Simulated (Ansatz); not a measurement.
Starting cell, Ag (fcc, Cu type):

```
CELL_PARAMETERS angstrom
      4.05439     0.00000     0.00000
      0.00000     4.05439     0.00000
      0.00000     0.00000     4.05439
ATOMIC_POSITIONS crystal
  Ag 0.00000 0.00000 0.00000
  Ag 0.50000 0.50000 0.00000
  Ag 0.50000 0.00000 0.50000
  Ag 0.00000 0.50000 0.50000
```

Two-dimensional scan of atom 1 (Ag, nearest neighbour Ag at 2.867 Å; its periodic images, 4.1 Å or more away, move with it): u runs along (1.000, 0.000, 0.000), v along (0.000, 1.000, 0.000) (Cartesian). Cell and other atoms are fixed.

Level of theory: PBEsol (plane waves to 420 eV, PAW, scalar-relativistic; Ansatz, an electronic-structure program). k mesh 9×9×9 (Γ-centred), Fermi-Dirac smearing 0.05 eV. Energies are smeared free energies. With partly filled bands, energies and forces of such displacements shift with the k mesh and the smearing. On this mesh the relaxed cell isn't quite at rest: it carries a pressure of -0.2 GPa (compression positive) at the zero of the scan. Ag was relaxed with its symmetry unable to fall. The last digit holds for this mesh only.

Changes of ΔE (meV/cell) from the point u = 0.000 Å, v = 0.000 Å when one coordinate moves alone (two changes are said to add if the coupling is within 5 % of the smaller one, nearly so within 20 %):

```tsv
point	change
u = 0.000 Å, v = -0.430 Å	583.5
u = 0.000 Å, v = -0.287 Å	247.6
u = 0.000 Å, v = -0.143 Å	60.1
u = -0.430 Å, v = 0.000 Å	583.5
u = -0.287 Å, v = 0.000 Å	247.6
u = -0.143 Å, v = 0.000 Å	60.1
u = 0.143 Å, v = 0.000 Å	60.1
u = 0.287 Å, v = 0.000 Å	247.6
u = 0.430 Å, v = 0.000 Å	583.5
u = 0.000 Å, v = 0.143 Å	60.1
u = 0.000 Å, v = 0.287 Å	247.6
u = 0.000 Å, v = 0.430 Å	583.5
```

### Question
What is the change at u = -0.143 Å, v = -0.287 Å, where both move, and how far is it from the sum?

### Answer
The sum of the single changes is 60.1 + (247.6) = 307.7; the calculation gives 321.5, so the coupling contributes 13.8 (over 20 % of the smaller single change, not additive).

### Question
What is the change at u = -0.287 Å, v = 0.430 Å, where both move, and how far is it from the sum?

### Answer
The sum of the single changes is 247.6 + (583.5) = 831.1; the calculation gives 972.1, so the coupling contributes 141.0 (over 20 % of the smaller single change, not additive).

### Question
What is the change at u = -0.143 Å, v = 0.430 Å, where both move, and how far is it from the sum?

### Answer
The sum of the single changes is 60.1 + (583.5) = 643.6; the calculation gives 677.0, so the coupling contributes 33.4 (over 20 % of the smaller single change, not additive).

(A displaced cell: forces are minus the slopes of the energy, force constants its curvatures, and phonons follow from these.)
